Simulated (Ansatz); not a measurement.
GaSb (zinc blende)

```yaml
crystal:
  lattice:
    - [0.00000, 3.05574, 3.05574]
    - [3.05574, 0.00000, 3.05574]
    - [3.05574, 3.05574, 0.00000]
  atoms:
    - { symbol: Sb, position: [0.75000, 0.75000, 0.75000] }
    - { symbol: Ga, position: [0.00000, 0.00000, 0.00000] }
```

The slice is a {111} plane (indices of the conventional cell) through the point (0.000, 0.000, 0.000) (fractional), spanned by u = [100] and v = [-1 2 0] in vectors of this cell: u (4.32 Å) and v (7.49 Å, at 90° to u). It covers one period; positions are fractions (u, v).

Computed with PBEsol (plane waves to 420 eV, PAW, scalar-relativistic; Ansatz, a first-principles code). k mesh 13×13×13. Inside the PAW spheres the values are not all-electron values, and peaks at nuclei hang on which shells count as valence. At this level the bands of GaSb touch or barely overlap; measurements give the solid a gap. GaSb was relaxed with its symmetry unable to fall. Spin-orbit coupling is left out, though Sb is heavy.

**Question.** Predict the map of the electron localisation function (ELF) on the slice.

**Answer.** 
```
|xxxx::==%%@@%%##%%@@%%==::xx|
|::--==**@@%%**++**%%@@**==--|
|----++@@@@**++++++**@@@@++--|
|====**%%%%++++++++++%%%%**==|
|::--++####**++++++**####++--|
|  ..--++####******####++--..|
|    ..==##%%@@@@@@%%##==..  |
|    ..--**%%%%%%%%%%**--..  |
|    ..--==============--..  |
|....::--------::--------::..|
|--======----xxxxxx----======|
|**####**==::xxxxxx::==**####|
|##%%@@%%==::xxxxxx::==%%@@%%|
|++**%%@@**==--::--==**@@%%**|
|++++**@@@@++------++@@@@**++|
|++++++%%%%**======**%%%%++++|
|++++**####++--::--++####**++|
|****####++--..  ..--++####**|
|@@@@%%##==..      ..==##%%@@|
|%%%%%%**--..      ..--**%%%%|
|========--..      ..--======|
|::--------::......::--------|
|xxxx----======--======----xx|
|xxxx::==**####**####**==::xx|
```
Scale: ten equal steps from 0.02 (start of ' ') to 0.68 (end of '@'), in the order ' .:-=+*#%@'. Values: electron localisation function (ELF). The map has 14 points along u (two characters each, u = 0 at the left) and 24 along v (v = 0 in the bottom row). Points within 0.5 Å of a nucleus are blanked (x), as the pseudised field means little there.
